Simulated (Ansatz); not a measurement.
## H₄NF — quadrupolar parameters

The cell is a computed structure from the Materials Project (it need not be an observed phase), taken as it stands.

```
CELL_PARAMETERS angstrom
4.21447 2.43323 5.35433
-4.21447 2.43323 5.35433
0.00000 -4.86645 5.35433
ATOMIC_POSITIONS crystal
H 0.80608 0.80608 0.80608
H 0.30608 0.30608 0.30608
H 0.84585 0.62494 0.68211
H 0.62494 0.68211 0.84585
H 0.68211 0.84585 0.62494
H 0.34585 0.18211 0.12494
H 0.18211 0.12494 0.34585
H 0.12494 0.34585 0.18211
H 0.24073 0.65819 0.14749
H 0.65819 0.14749 0.24073
H 0.14749 0.24073 0.65819
H 0.74073 0.64749 0.15819
H 0.64749 0.15819 0.74073
H 0.15819 0.74073 0.64749
H 0.04252 0.60470 0.33980
H 0.60470 0.33980 0.04252
H 0.33980 0.04252 0.60470
H 0.54252 0.83980 0.10470
H 0.83980 0.10470 0.54252
H 0.10470 0.54252 0.83980
H 0.01029 0.78739 0.12102
H 0.78739 0.12102 0.01029
H 0.12102 0.01029 0.78739
H 0.51029 0.62102 0.28739
H 0.62102 0.28739 0.51029
H 0.28739 0.51029 0.62102
H 0.09794 0.82075 0.29995
H 0.82075 0.29995 0.09794
H 0.29995 0.09794 0.82075
H 0.59794 0.79995 0.32075
H 0.79995 0.32075 0.59794
H 0.32075 0.59794 0.79995
N 0.74179 0.74179 0.74179
N 0.24179 0.24179 0.24179
N 0.09744 0.71861 0.22601
N 0.71861 0.22601 0.09744
N 0.22601 0.09744 0.71861
N 0.59744 0.72601 0.21861
N 0.72601 0.21861 0.59744
N 0.21861 0.59744 0.72601
F 0.91831 0.91831 0.91831
F 0.41831 0.41831 0.41831
F 0.96813 0.44371 0.56736
F 0.44371 0.56736 0.96813
F 0.56736 0.96813 0.44371
F 0.46813 0.06736 0.94371
F 0.06736 0.94371 0.46813
F 0.94371 0.46813 0.06736
```

Sites (sets of like atoms) are named by element and the number of their first atom in this list.

Computed with Ansatz: DFT, PBE, plane waves and PAW, scalar-relativistic, 420 eV cutoff, Γ-centred 3×3×3 k-points, Fermi–Dirac smearing 0.02 eV.

Conventions: |V_zz| ≥ |V_yy| ≥ |V_xx|, η = (V_xx − V_yy)/V_zz, C_Q = eQV_zz/h.

²H: I = 1, Q = 2.858 mb; 14N: I = 1, Q = 20.44 mb. Q values from Pyykkö, Mol. Phys. 116, 1328 (2018).

```
site  atoms (order as listed)                                                 first shell  V_zz (10²¹ V/m²)     η  C_Q (MHz)
  H1                     1, 2                           1 N at 1.03 Å; also 1 F at 1.80 Å              2.75  0.00      0.190
  H3         3, 4, 5, 6, 7, 8                           1 N at 1.04 Å; also 1 F at 1.64 Å              2.47  0.02      0.170
  H9    9, 10, 11, 12, 13, 14                           1 N at 1.04 Å; also 1 F at 1.72 Å              2.61  0.02      0.180
 H15   15, 16, 17, 18, 19, 20                           1 N at 1.04 Å; also 1 F at 1.72 Å              2.60  0.03      0.180
 H21   21, 22, 23, 24, 25, 26                           1 N at 1.04 Å; also 1 F at 1.68 Å              2.48  0.01      0.171
 H27   27, 28, 29, 30, 31, 32                           1 N at 1.04 Å; also 1 F at 1.65 Å              2.44  0.01      0.168
 N33                   33, 34                                          4 H at 1.03–1.04 Å              0.75  0.00      0.368
 N35   35, 36, 37, 38, 39, 40                                               4 H at 1.04 Å              0.32  0.70      0.158
 F41                   41, 42  7 N at 2.70–2.99 Å, 3 F at 3.05 Å; also 7 H at 1.68–2.55 Å              0.84  0.00          –
 F43   43, 44, 45, 46, 47, 48  6 N at 2.66–3.05 Å, 1 F at 3.05 Å; also 6 H at 1.64–2.69 Å              0.73  0.59          –
```

An axis of threefold or higher order runs through H1, N33 and F41, so V_zz lies along it and η is zero. At H3, H9, H15, H21 and H27 V_zz points along its bond to N (within 3°) in each case.

F has no stable isotope with a ground-state quadrupole moment in the table, so no C_Q is given.

The largest force is 0.3 eV/Å, so the atoms aren't at the calculated equilibrium and relaxing them would move these values. The lattice is static: at room temperature ammonium may turn and average the couplings of its hydrogen.

Hardware: 1 thread of Arm Neoverse V2 (aarch64; 8 cores open to the job, memory cap 2.5 GiB, no GPU), a shared host with a load of 0.2 a core. Wall time 33 s, CPU time 33 s, peak memory 0.61 GiB.
